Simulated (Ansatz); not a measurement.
LiNbO₃:
```cif
data_Li6Nb6O18
_chemical_formula_sum 'Li6 Nb6 O18'
_space_group_name_H-M_alt 'R3c :H'
_space_group_IT_number 161
_space_group_name_Hall 'R 3 -2"c'
_cell_length_a 5.13418
_cell_length_b 5.13418
_cell_length_c 13.82656
_cell_angle_alpha 90.000
_cell_angle_beta 90.000
_cell_angle_gamma 120.000
loop_
_atom_site_label
_atom_site_type_symbol
_atom_site_symmetry_multiplicity
_atom_site_Wyckoff_symbol
_atom_site_fract_x
_atom_site_fract_y
_atom_site_fract_z
_atom_site_occupancy
Li1 Li 6 a 0.00000 0.00000 0.21923 1
Nb1 Nb 6 a 0.00000 0.00000 0.00160 1
O1 O 18 b 0.01070 0.38002 0.27069 1
```
(The calculation used a cell of 10 atoms; values per cell refer to that cell.)

Relaxed with PBEsol.

**Question.** Decompose the optical modes at the zone centre into irreducible representations, and say which are infrared and Raman allowed.

**Answer.** Point group 3m: Γ_opt = 4A1 + 5A2 + 9E. Infrared: A1, E. Raman: A1, E.

**Question.** Assign frequencies (DFPT, the program Ansatz at the PBEsol level (PAW); without the LO–TO term).

**Answer.** E 148, A2 212, E 219, A1 241, E 258, A1 270, A2 287, E 313, A1 334, E 348, E 360, A2 397, E 418, A2 441, E 568, A1 610, E 659, A2 876 cm⁻¹.

Symmetry was held in the PBEsol relaxation. No spin polarisation was allowed.

Potentials: the later of the program's two PAW sets.
